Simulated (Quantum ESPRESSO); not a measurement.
# Band energies of SiO₂

```
CELL_PARAMETERS angstrom
      5.06109     0.00000     0.00000
     -2.53055     4.38303     0.00000
      0.00000     0.00000     5.54050
ATOMIC_POSITIONS crystal
  O  0.79137 0.58274 0.50000
  O  0.20863 0.79137 0.83333
  O  0.41726 0.20863 0.16667
  O  0.20863 0.41726 0.50000
  O  0.79137 0.20863 0.83333
  O  0.58274 0.79137 0.16667
  Si 0.00000 0.50000 0.66667
  Si 0.50000 0.00000 0.00000
  Si 0.50000 0.50000 0.33333
```

LDA (pw.x of Quantum ESPRESSO, ONCV potentials, no spin-orbit coupling); path ΓMKΓALHA,LM,KH; energies in eV from the valence-band maximum.

| k (1/Å) | point | band 20 | band 21 | band 22 | band 23 | band 24 | band 25 | band 26 | band 27 |
|---|---|---|---|---|---|---|---|---|---|
| 0.00 | Γ | -0.99 | -0.99 | -0.47 | -0.47 | -0.19 | 5.50 | 8.73 | 8.73 |
| 0.48 |  | -1.21 | -1.06 | -0.86 | -0.34 | -0.08 | 6.79 | 8.61 | 9.18 |
| 0.72 | M | -1.19 | -1.18 | -1.01 | -0.35 | 0.00 | 7.53 | 8.35 | 9.38 |
| 1.13 | K | -1.47 | -1.47 | -0.49 | -0.49 | -0.06 | 8.26 | 8.26 | 8.84 |
| 1.54 |  | -1.28 | -0.97 | -0.77 | -0.29 | -0.18 | 6.53 | 8.78 | 8.80 |
| 1.96 | Γ | -0.99 | -0.99 | -0.47 | -0.47 | -0.19 | 5.50 | 8.73 | 8.73 |
| 2.15 |  | -1.42 | -0.82 | -0.62 | -0.17 | -0.16 | 5.75 | 8.54 | 8.65 |
| 2.53 | A | -1.86 | -1.17 | -0.28 | 0.00 | 0.00 | 7.31 | 7.31 | 8.24 |
| 3.06 |  | -1.40 | -0.98 | -0.67 | -0.54 | -0.29 | 8.22 | 8.42 | 9.16 |
| 3.24 | L | -1.35 | -0.93 | -0.74 | -0.70 | -0.34 | 8.50 | 8.94 | 8.99 |
| 3.45 |  | -1.15 | -0.92 | -0.80 | -0.73 | -0.44 | 8.49 | 9.01 | 9.06 |
| 3.66 | H | -1.05 | -0.92 | -0.88 | -0.67 | -0.67 | 8.51 | 9.17 | 9.17 |
| 3.93 |  | -1.25 | -1.00 | -0.71 | -0.48 | -0.40 | 8.24 | 8.47 | 9.19 |
| 4.21 |  | -1.64 | -1.10 | -0.42 | -0.16 | -0.11 | 7.59 | 7.63 | 8.61 |
| 4.48 | A | -1.86 | -1.17 | -0.28 | 0.00 | 0.00 | 7.31 | 7.31 | 8.24 |
| 4.48 | L | -1.35 | -0.93 | -0.74 | -0.70 | -0.34 | 8.50 | 8.94 | 8.99 |
| 4.86 |  | -1.21 | -1.21 | -0.94 | -0.39 | -0.07 | 7.68 | 8.44 | 9.25 |
| 5.05 | M | -1.19 | -1.18 | -1.01 | -0.35 | 0.00 | 7.53 | 8.35 | 9.38 |
| 5.05 | K | -1.47 | -1.47 | -0.49 | -0.49 | -0.06 | 8.26 | 8.26 | 8.84 |
| 5.19 |  | -1.45 | -1.36 | -0.54 | -0.49 | -0.11 | 8.27 | 8.34 | 8.90 |
| 5.62 | H | -1.05 | -0.92 | -0.88 | -0.67 | -0.67 | 8.51 | 9.17 | 9.17 |

The LDA gap is indirect, 5.50 eV, from M to Γ; the smallest direct gap is 5.70 eV.

Geometry of the Materials Project entry, not relaxed at this level.

This is not the ordinary phase of the substance.
